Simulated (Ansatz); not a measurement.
Data:

ZrGeTe:
```cif
data_Ge2Te2Zr2
_chemical_formula_sum 'Zr2 Ge2 Te2'
_space_group_name_H-M_alt 'P 1'
_space_group_IT_number 1
_cell_length_a 3.81828
_cell_length_b 3.81828
_cell_length_c 8.48313
_cell_angle_alpha 90.000
_cell_angle_beta 90.000
_cell_angle_gamma 90.000
loop_
_space_group_symop_operation_xyz
  'x, y, z'
loop_
_atom_site_label
_atom_site_type_symbol
_atom_site_fract_x
_atom_site_fract_y
_atom_site_fract_z
_atom_site_occupancy
Zr1 Zr 0.50000 0.00000 0.24812 1
Zr2 Zr 0.00000 0.50000 0.75188 1
Ge1 Ge 0.00000 0.00000 0.00000 1
Ge2 Ge 0.50000 0.50000 0.00000 1
Te1 Te 0.50000 0.00000 0.62034 1
Te2 Te 0.00000 0.50000 0.37966 1
```

This is the LDA-relaxed structure.

### Question
All from LDA in the plane-wave PAW code Ansatz, unless another level is named. Estimate the electronic character.

### Answer
metallic (no gap).

### Question
Predict the formation energy from the elements (no fitted shifts).

### Answer
-85 kJ/mol of atoms.

### Question
What about the density of states at the Fermi level?

### Answer
0.12 states/eV per atom (mean over ±0.08 eV).

Space group P4/nmm. The first step of the workflow began from a Materials Project structure, measured or hypothetical; the Crystallography Open Database files this formula in space group No. 129, but the cells were not matched. Whether it is the stable phase at ambient conditions was not checked. The cell was relaxed with LDA under the symmetry of its start; whether a distortion lowers the energy is not shown. The run is not spin-polarised. The references are the lowest solids computed at this level, not always the standard phases. Spin–orbit coupling is left out wherever it is not named.

Potentials: the later of the program's two PAW sets.
